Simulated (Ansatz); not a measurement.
Input file of a DFT run on SrB2 with Ansatz:

```yaml
crystal:
  lattice:
    - [3.2725840827, 0.0, 0.0]
    - [-1.6362920413, 2.8341409517, 0.0]
    - [0.0, 0.0, 4.3701525538]
  atoms:
    - { symbol: Sr, position: [0.0, 0.0, 0.0] }
    - { symbol: B, position: [0.3333333333, 0.6666666667, 0.5] }
    - { symbol: B, position: [0.6666666667, 0.3333333333, 0.5] }
basis:
  ecutwfc: 420
  ecutrho_ratio: 4
kpoints:
  mp_grid: { grid: [12, 12, 8] }
hamiltonian:
  xc: pbesol
scf:
  occupations: { method: gaussian, width: 0.05 }
output:
  forces: true
  stress: true
  eigenvalues: true
relax:
  f_tol: 0.01
  max_steps: 30
  cell: { stress_tol: 0.04 }
```

Launched as:
```sh
ansatz run input.yaml --threads 4 --pin off --max-ram 8192MiB --backend cpu --events-out ev --progress --plain --runs-dir out
```

The start was a prototype's sites filled with these elements, not a measured cell.

Task: What will the run give?

Result: Final volume 13.52 Å³/atom, energy lowered by 0.0 meV/atom, pressure 0.0 GPa, gap on the mesh zero (metallic) (PBEsol, scalar-relativistic).

Output, machine lines left out:

```
Pseudopotentials: kind: paw
Pseudopotential: Sr, paw, valence charge 10, recommended cutoff 420 eV (normal), Sr.paw.azcp
Pseudopotential: B, paw, valence charge 3, recommended cutoff 420 eV (normal), B.paw.azcp
Crystal: 3 atoms, lattice volume = 40.533 Å³
Basis set: ecut = 420 eV, 783 PW (Γ), exchange–correlation on 48×48×60 points (8 copies of the dense FFT grid, shifted against one another)
Bands: 12, of which v1, the nominal top of the filled ones, is band 8 counted from 1 (7 counted from 0)
Symmetry: 24 space group operations
Space group: P6/mmm (ITA 191), of the structure as read, at distance tolerance 3.4e-5 Å
k-points: 95 of 1152
Initial density: superposition of atomic densities (neutral atoms: chi_scale 0, normalization atom), corrected by the library's trained network
Initial wavefunctions: pseudopotential atomic-orbital guess
Functional: x = pbesol(κ = 0.804, μ = 0.12346), c = pbesol(β = 0.046)
```

```
SCF iter   1: F=—  HF=-3797.164003 eV  |F-HF|=—  |Δ(HF+E_count)|=         —  Δρ=3.94e-3  dr2=1.05e-2  ethr=1.77e-3  ⟨swp⟩=7.4  Hψ=8943  notcnv=0
SCF iter   2: F=—  HF=-3797.163954 eV  |F-HF|=—  |Δ(HF+E_count)|=   4.90e-5  Δρ=2.95e-3  dr2=8.38e-3  ethr=6.54e-5  ⟨swp⟩=2.3  Hψ=2828  notcnv=0  defer=4
SCF iter   3: F=—  HF=-3797.162478 eV  |F-HF|=—  |Δ(HF+E_count)|=   1.48e-3  Δρ=1.26e-3  dr2=7.12e-4  ethr=5.24e-5  ⟨swp⟩=2.0  Hψ=1354  notcnv=0  defer=4
SCF iter   4: F=—  HF=-3797.162382 eV  |F-HF|=—  |Δ(HF+E_count)|=   9.53e-5  Δρ=3.02e-4  dr2=4.12e-5  ethr=4.45e-6  ⟨swp⟩=2.5  Hψ=1815  notcnv=0  defer=4
SCF iter   5: F=—  HF=-3797.162391 eV  |F-HF|=—  |Δ(HF+E_count)|=   8.52e-6  Δρ=1.05e-4  dr2=2.97e-6  ethr=2.57e-7  ⟨swp⟩=1.1  Hψ=1163  notcnv=0  defer=4
SCF iter   6: F=—  HF=-3797.162391 eV  |F-HF|=—  |Δ(HF+E_count)|=   2.23e-7  Δρ=1.24e-5  dr2=1.28e-7  ethr=1.86e-8  ⟨swp⟩=2.9  Hψ=1922  notcnv=0  defer=4
SCF iter   7: F=-3797.162391 eV  HF=-3797.162391 eV  |F-HF|=6.18e-9  |Δ(HF+E_count)|=   1.10e-8  Δρ=3.25e-6  dr2=8.56e-9  ethr=6.25e-10  ⟨swp⟩=5.4  Hψ=4730  notcnv=0
SCF 1 converged in 7 iterations: F = -3797.162391 eV  dr2 = 8.56e-9
relax step   1: F+E_penalty+E_count = -3797.16239092 eV  Δ(F+E_penalty+E_count) = +0.000e0 eV  max|allowed force component| = 2.467e-16 eV/Å  Δτ_max = 0.0000 Å  P = +0.053 GPa  Ω = 40.533 Å³  (7 SCF iters, dr2 threshold 1.00e-7 eV, accepted)
SCF iter   1: F=—  HF=-3797.162351 eV  |F-HF|=—  |Δ(HF+E_count)|=         —  Δρ=2.06e-4  dr2=4.97e-5  ethr=2.99e-7  ⟨swp⟩=2.2  Hψ=8539  notcnv=0
...
SCF 2 converged in 5 iterations: F = -3797.162342 eV  dr2 = 2.32e-10
SCF 3 converged in 6 iterations: F = -3797.162387 eV  dr2 = 1.37e-12
...
SCF iter   3: F=—  HF=-3797.162397 eV  |F-HF|=—  |Δ(HF+E_count)|=  7.37e-10  Δρ=1.08e-6  dr2=2.57e-10  ethr=1.17e-11  ⟨swp⟩=2.1  Hψ=1405  notcnv=0
SCF iter   4: F=—  HF=-3797.162397 eV  |F-HF|=—  |Δ(HF+E_count)|=  2.50e-11  Δρ=7.87e-7  dr2=1.77e-10  ethr=1.61e-12  ⟨swp⟩=1.1  Hψ=1151  notcnv=0
SCF iter   5: F=-3797.162397 eV  HF=-3797.162397 eV  |F-HF|=6.82e-12  |Δ(HF+E_count)|=  2.50e-11  Δρ=1.15e-7  dr2=7.21e-12  ethr=1.00e-12  ⟨swp⟩=5.7  Hψ=6736  notcnv=0
SCF 4 converged in 5 iterations: F = -3797.162397 eV  dr2 = 7.21e-12
```

```
SCF converged after 5 iterations
Free energy (F): -3797.162397 eV
E sigma→0 (E₀):  -3797.161407 eV
Entropy (-TS):   -0.001981 eV (-0.660 meV/atom)
Fermi energy:    10.260580 eV
--- Per-component energies (eV) ---
  E_band       = -34.343284
  E_kinetic    = 340.896488
  E_local      = -557.498259  (includes V_loc(G=0)·N_el)
  E_nonlocal   = 226.829443
  E_hartree    = 120.097499
  E_xc         = -235.829942
  E_vxc        = -238.132098  (∫ρ·V_xc dr)
  E_paw        = -2795.132806  (= ΣΔE_a)
  E_vpaw       = -46.633833  (= ΣTr[D̂ρ^β])
  E_aug_tail   = -0.000008  (compensation charges beyond the density's cutoff)
  E_ewald      = -896.686601
  E_core_change = 0.163769  (= ΣΔE_core)
  E_smearing   = -0.001981  (= −TS)
--- Forces (eV/Å), atoms counted from 1 ---
  atom   1  Sr     0.00000000     0.00000000     0.00000000
  atom   2  B      0.00000000     0.00000000     0.00000000
  atom   3  B      0.00000000     0.00000000     0.00000000
--- Stress (GPa, compression-positive) ---
       -0.001196       0.000000       0.000000
        0.000000      -0.001196       0.000000
        0.000000       0.000000      -0.000225
  P = ⅓ Tr σ = -0.0009 GPa (-0.009 kbar)
--- Relaxed structure (3 steps of the walk, 2 accepted, 1 SCFs on fresh bases) ---
  F+E_penalty+E_count = -3797.16239747 eV   max|allowed force component| = 1.727e-16 eV/Å   (the final SCF, on the basis selected at the relaxed cell)
  cell:  # Å, volume = 40.5519 Å³
    - [3.27257, 0.00000, 0.00000]
    - [-1.63629, 2.83413, 0.00000]
    - [0.00000, 0.00000, 4.37223]
  atoms:
    - { symbol: Sr, position: [0.00000, 0.00000, 0.00000] }
    - { symbol: B, position: [0.33333, 0.66667, 0.5] }
    - { symbol: B, position: [0.66667, 0.33333, 0.5] }
```

It ran for 2.9 s on 4 threads of Arm Neoverse V2, on a shared host, peak memory 0.36 GiB.
